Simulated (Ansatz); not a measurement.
One stationary structure of VN. Method: PBEsol (plane waves to 420 eV, PAW, scalar-relativistic; Ansatz, a quantum-chemistry and plane-wave program).

```cif
data_N2V2
_chemical_formula_sum 'V2 N2'
_space_group_name_H-M_alt 'P 1'
_space_group_IT_number 1
_cell_length_a 2.84628
_cell_length_b 2.84628
_cell_length_c 4.17253
_cell_angle_alpha 90.000
_cell_angle_beta 90.000
_cell_angle_gamma 90.000
loop_
_space_group_symop_operation_xyz
  'x, y, z'
loop_
_atom_site_label
_atom_site_type_symbol
_atom_site_fract_x
_atom_site_fract_y
_atom_site_fract_z
_atom_site_occupancy
V1 V 0.50000 0.00000 0.72017 1
V2 V 0.00000 0.50000 0.27983 1
N1 N 0.50000 0.00000 0.23281 1
N2 N 0.00000 0.50000 0.76719 1
```

Problem. Find the space group and the Wyckoff positions (tolerance 0.01 Å).

Solution. Space group P4/nmm, origin choice 1 (No. 129); a = b = 2.846 Å, c = 4.173 Å, α = β = γ = 90.00°

```
atom  site  symmetry       x       y       z
----  ----  --------  ------  ------  ------
V       2c       4mm  0.0000  0.5000  0.2798
N       2c       4mm  0.5000  0.0000  0.2328
```

Problem. Give the shortest distances between elements (the closest pairs, up to four, under 3.6 Å).

Solution. N–V 2.02 Å; V–V 2.73 Å; N–N 2.80 Å.

```json
{
 "volume_per_atom": "8.45 Å³",
 "band_gap": "no gap (metallic)"
}
```

No spin polarisation in the result.

The run could not lose the symmetry of its start.

It was reached from a disturbed copy of a Fm-3m (No. 225) cell (rock salt type), against which it lies -0.01 eV/atom.

The first start was generated by placing the elements on the sites of a structure type. Materials Project lists a structure of VN in the same space group, P4/nmm (No. 129); the sites were not compared with it, nor with measured phases. Known forms of VN include space group No. 225.
